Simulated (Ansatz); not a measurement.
ZnCu$_{2}$SnSe$_{4}$ (kesterite type, space group I-4)

```xyz
8
Lattice="-2.8818 2.8818 5.7630 2.8818 -2.8818 5.7630 2.8818 2.8818 -5.7630" Properties=species:S:1:pos:R:3 pbc="T T T"
Cu     0.0000     0.0000     0.0000
Cu     0.0000     2.8818     2.8815
Zn     2.8818     0.0000     2.8815
Sn     0.0000     0.0000     5.7630
Se     1.4966     1.5502     4.2620
Se     1.3852     1.3316    -1.5010
Se     1.5502    -1.4966     7.2639
Se     1.3316     4.3785     1.5010
```

Equation-of-state scan: isotropic scaling of the cell above, V₀ being its volume. The atoms relax within the cell's symmetry.

Calculation: PBE (plane waves to 420 eV, PAW, scalar-relativistic; Ansatz, a quantum-chemistry and plane-wave program). k mesh 8×8×8 (Γ-centred), Fermi-Dirac smearing 0.05 eV. E stands for the smeared free energy. With the shape held, the modulus is that of even scaling; a crystal free to change shape is softer. At this level the bands of ZnCu2SnSe4 touch or barely overlap. ZnCu2SnSe4 is run without spin polarisation. ZnCu2SnSe4 was relaxed with its symmetry unable to fall. ΔE is measured from the relaxed starting cell. The last digit holds for this mesh only.

```
V (Å³/atom)  ΔE (meV/atom)
-----------  -------------
20.102               149.9
21.059                77.0
22.016                31.4
22.973                 7.2
23.931                 0.0
24.888                 6.2
25.845                23.1
26.802                48.3
27.759                80.1
```

What is the fitted pressure derivative B₀′?

4.8.

What bulk modulus at fixed cell shape B₀ follows from a third-order Birch-Murnaghan fit?

55.9 GPa. Check by three points about V = 23.931 Å³/atom, step 1.914: d²E/dV² ≈ (31 − 2·0 + 23) meV / 1.914² = 0.0147 eV/Å⁶, and V·d²E/dV² × 160.2 = 56.5 GPa.

(Under strain, the slope of the energy per volume gives the stress and its curvature an elastic modulus.)
